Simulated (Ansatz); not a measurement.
## Notes on CdSnBi2Te4

```xyz
8
Lattice="-4.2225 4.2225 3.6171 4.2225 -4.2225 3.6171 4.2225 4.2225 -3.6171" Properties=species:S:1:pos:R:3 pbc="T T T"
Bi    0.0000    4.2225    0.0000
Bi    4.2225    0.0000    0.0000
Cd    0.0000    0.0000    3.6171
Sn    0.0000    0.0000    0.0000
Te    1.5378    1.5378    1.7331
Te    1.5378   -1.5378    5.5012
Te    2.6848    2.6848   -1.8840
Te   -1.5378    1.5378    5.5012
```

Single point in Ansatz 0.2.0 with PBE, no spin polarisation. Cutoff 420 eV, PAW datasets, 6×6×6 Γ-centred k mesh, fermi-dirac filling (width 0.1 eV).

(1) How is the charge shared?

(2) Is the cell too large or too small?

(3) Is there a gap?

(4) Where is the largest force?

Origin: a known structure type with other elements, at an estimated volume, so it need not be a known compound.

Answers

(1) Bader charges in e: Cd +0.45, Sn +0.67, Bi +0.36, Te -0.46. In the mean Sn gives up most and Te takes most.

(2) The pressure is 1.0 GPa (compression positive), so with the atoms held at these fractions the cell would first expand; the forces are large, so a full relaxation may end otherwise.

(3) It is a metal, with about 5.5 states/eV a cell as the mean within 0.25 eV of the Fermi level, mostly Bi p (53 %) and Te p (30 %).

(4) The largest is on Te5 (and as large on other atoms): 0.82 eV/Å, components (0.53, 0.53, 0.34). It makes 166° with the line to a nearest neighbour, Sn4 at 2.78 Å, pointing away from it.
